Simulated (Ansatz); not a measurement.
Surface calculation: bcc Fe (111), 5 layers

The slab is cut from the bcc crystal, the stable phase, as relaxed on PAW files (11.35 Å³/atom), with 16 Å of vacuum and a dipole correction:

```xyz
5
Lattice="4.0041 0.0000 0.0000 -2.0021 3.4677 0.0000 0.0000 0.0000 19.2694" Properties=species:S:1:pos:R:3 pbc="T T T"
Fe    3.0031    0.5779    8.0000
Fe   -1.0010    2.8897    8.8174
Fe    1.0010    1.7338    9.6347
Fe    3.0031    0.5779   10.4520
Fe   -1.0010    2.8897   11.2694
```

All numbers are PBE results (scalar-relativistic) from Ansatz 0.2.0, with a Γ-centred 11×11×1 k mesh, Fermi–Dirac smearing of 0.1 eV, spin-polarised from start moments Fe1 2.5, Fe2 2.5, Fe3 2.5, Fe4 2.5, Fe5 2.5 μB. Methods: LAPW: all electrons, basis error target 1 meV/atom; PAW: frozen-core files, cutoff 420 eV.

The bulk energy comes from a cell in the slab's orientation on a 11×11×15 mesh. The surface energy is (E(slab) − N·E(bulk))/2A at zero smearing, the mean of both faces; thin slabs carry quantum-size effects.

Other magnetic orders may lie lower.

Question: As cut, the LAPW slab lies 4.762 eV above 5 atoms of bulk. What surface energy is that?

Answer: Over two faces of 13.89 Å² it is 171.5 meV/Å², and times 16.02 J/m² per eV/Å² that gives γ = 2.747 J/m².

| method | γ as cut (J/m²) | γ relaxed (J/m²) | Φ as cut (eV) | Φ relaxed (eV) |
| --- | --- | --- | --- | --- |
| LAPW | 2.747 | 2.681 | 3.83 | 3.91 |
| PAW | 2.743 | 2.677 | 3.84 | 3.91 |

Question: How do the spacings between the planes relax?

Answer: From the bottom face up: d12 -2.5 % of 0.817 Å, d23 -8.5 % of 0.817 Å, d34 -8.5 % of 0.817 Å, d45 -2.5 % of 0.817 Å.

Question: How do the moments vary through the slab?

Answer: Fe1 2.85, Fe2 2.33, Fe3 2.55, Fe4 2.33, Fe5 2.85 μB in the LAPW spheres; the bulk has Fe 2.21 μB.

Question: A field of 0.2 V/Å is applied along the normal, atoms held. What follows?

Answer: LAPW finds an induced dipole of 0.0946 e·Å a cell (PAW 0.0946), that is 6.17 Å for 4πα over the area, against 3.09 Å between the outer atoms.
